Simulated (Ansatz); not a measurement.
Computed with DFT PBE, scalar-relativistic, plane waves, PAW in Ansatz 0.2.0. All cells share a 420 eV cutoff and Γ-centred k meshes spaced at most about 0.3 Å⁻¹ (about 0.25 or finer for metals, 2π included). Collinear spin in cells that started with moments and kept them past the coarse steps, no spin elsewhere.

These are static total energies at zero pressure. All come from trial cells, and lower structures may exist.

Question: Order these relaxed structures of IrO by energy, lowest first, with the energy over the lowest of them.
A.

```xyz
2
Lattice="1.7889 1.0328 2.0145 -1.7889 1.0328 2.0145 0.0000 -2.0656 2.0145" Properties=species:S:1:pos:R:3 pbc="T T T"
Ir    0.0000    0.0000    0.0000
O     0.0000    0.0000    3.0218
```

B.

```xyz
6
Lattice="4.4700 0.0000 0.0000 0.0000 4.4700 0.0000 0.0000 0.0000 3.7943" Properties=species:S:1:pos:R:3 pbc="T T T"
Ir    2.2350    2.2350    1.8972
Ir    2.2350    0.0000    0.0000
Ir    0.0000    2.2350    0.0000
O     0.0000    0.0000    1.8972
O     2.2350    0.0000    1.8972
O     0.0000    2.2350    1.8972
```

Answer: A (0 meV/atom), B (213 meV/atom). Forms: A R-3m, no spin; B P4/mmm, moments up to 1.3 μB. Counting O atoms around Ir (those within 1.25 times the shortest such distance or 1.15 times the sum of covalent radii, 1.27 where that leaves under three; a slash parts the counts of unlike sites): A has Ir 6; B has Ir 2/4. Even the lowest lies +0.80 eV/atom against the elements.

These runs have no spin–orbit coupling, which can matter for Ir. In R-3m an odd number of electrons in the primitive cell allows no gap without spin; a larger cell or a magnetic state could open one. Another magnetic order may lie lower. Cells relaxed within their symmetry can be saddle points. Some candidate types were left out of the draw beforehand, so a known form may be missing.
